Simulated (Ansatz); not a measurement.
The cell is Al2BN3 as one 6-atom ordering (P3m1) on the zincblende lattice; cell and atoms were relaxed with r2SCAN. It is trigonal, P3m1 (No. 156); a = 2.941 Å, c = 7.180 Å in the conventional setting, 8.97 Å³ an atom. B is surrounded by 4 N at 1.52–1.78 Å; Al is surrounded by 4 N at 1.84–1.88 Å; Al is surrounded by 4 N at 1.83–1.86 Å; N is surrounded by 3 B at 1.78 Å and 1 Al at 1.88 Å; N is surrounded by 4 Al at 1.84–1.86 Å; N is surrounded by 1 B at 1.52 Å and 3 Al at 1.83 Å.

```cif
data_structure
_symmetry_space_group_name_H-M 'P3m1'
_symmetry_Int_Tables_number 156
_cell_length_a 2.9414
_cell_length_b 2.9414
_cell_length_c 7.1800
_cell_angle_alpha 90.000
_cell_angle_beta 90.000
_cell_angle_gamma 120.000
_cell_volume 53.80
loop_
_atom_site_label
_atom_site_type_symbol
_atom_site_symmetry_multiplicity
_atom_site_Wyckoff_symbol
_atom_site_fract_x
_atom_site_fract_y
_atom_site_fract_z
_atom_site_occupancy
B1 B 1 a 0.00000 0.00000 0.01254 1
Al1 Al 1 c 0.66667 0.33333 0.67663 1
Al2 Al 1 b 0.33333 0.66667 0.31970 1
N1 N 1 c 0.66667 0.33333 0.93823 1
N2 N 1 b 0.33333 0.66667 0.57897 1
N3 N 1 a 0.00000 0.00000 0.22393 1
```

The questions ask for values computed with the plane-wave code Ansatz on this geometry. No spin polarisation. The prototype was imposed, so other structures may be more stable.

Given (12×12×4 mesh): PBE gives an indirect gap of 3.13 eV, from Γ to M; the least direct gap is 4.12 eV at M.

Problem. Estimate the gap with r2SCAN on 12×12×4.

Solution. The r2SCAN gap is indirect, 3.67 eV (Γ to M), below the direct gap of 4.72 eV at M. The gap differs by +0.54 eV from PBE's.

Problem. How does the gap change from PBE to HSE06 (6×6×2)?

Solution. With HSE06 the valence top lies at Γ and the conduction bottom at M, 4.30 eV higher; the smallest vertical gap, at M, is 5.42 eV. The gap differs by +1.17 eV from PBE's.

Problem. What does PBE0 give for the gap (6×6×2 mesh)?

Solution. PBE0 gives an indirect gap of 5.03 eV, from Γ to M; the least direct gap is 6.17 eV at M. The gap differs by +1.90 eV from PBE's.

Problem. Roughly how does the cost of the HSE06 run (6×6×2) compare with r2SCAN's (12×12×4)?

Solution. About 5 times as much (80 core-seconds against 16 core-seconds, on 4 threads of Intel(R) Xeon(R) Platinum 8259CL CPU @ 2.50GHz (Skylake/Cascade Lake), on a shared host).

The meshes of the hybrids are coarse, so their gaps aren't converged to the digits shown.
